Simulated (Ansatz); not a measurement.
Rb2TeBr6:
Space group I4/m (No. 87); a = 7.6168 Å, b = 7.6168 Å, c = 11.1034 Å, α = 90.00°, β = 90.00°, γ = 90.00°

| atom | site | symmetry | x | y | z |
|---|---|---|---|---|---|
| Rb | 4d | -4.. | 0.0000 | 0.5000 | 0.2500 |
| Te | 2a | 4/m.. | 0.0000 | 0.0000 | 0.0000 |
| Br | 8h | m.. | 0.2837 | 0.2164 | 0.0000 |
| Br | 4e | 4.. | 0.0000 | 0.0000 | 0.2453 |
(The calculation used a cell of 9 atoms; values per cell refer to that cell.)

Relaxed with r²SCAN. Plane-wave PAW r²SCAN (Ansatz code) gives a gap of 2.26 eV.

**Question.** What gap does HSE06 give on the same cell (Ansatz, PAW)?

**Answer.** 2.66 eV, 0.40 eV more. The hybrid was solved on a coarser mesh and at special points; its gap is the smallest among all of these.

```csv
k,v1 r²SCAN,c1 r²SCAN,v1 HSE06,c1 HSE06
Γ,-0.51,2.66,…,…
M,-0.04,2.99,…,…
X,-0.01,2.96,…,…
P,0.00,2.94,…,…
N,-0.25,2.26,-0.26,2.66
S0,-0.05,2.81,-0.05,3.26
R,-0.02,2.99,-0.02,3.45
```

**Question.** Top valence (v1) and lowest conduction level (c1) in eV from each method's valence maximum (which need not be a listed point): supply the withheld HSE06 values.

**Answer.** 
- P, v1 HSE06: 0.00
- P, c1 HSE06: 3.40
- M, v1 HSE06: -0.03
- M, c1 HSE06: 3.45
- X, v1 HSE06: -0.01
- X, c1 HSE06: 3.43
- Γ, v1 HSE06: -0.69
- Γ, c1 HSE06: 3.09

Cost on shared cores: the r²SCAN run (SCF on a 5×5×5 mesh, then bands and DOS) about 4 core-minutes (a rough figure), the HSE06 run (SCF on 3×3×3, then a few points) roughly 6 core-minutes; the tasks are unlike.

The first step of the workflow began from a Materials Project structure, measured or hypothetical; the Crystallography Open Database copy checked does not list it. Whether it is the stable phase at ambient conditions was not checked. The r²SCAN relaxation kept the symmetry of its start; its stability against distortions is not shown here. Spin–orbit coupling is left out wherever it is not named.

Potentials: the later of the program's two PAW sets.
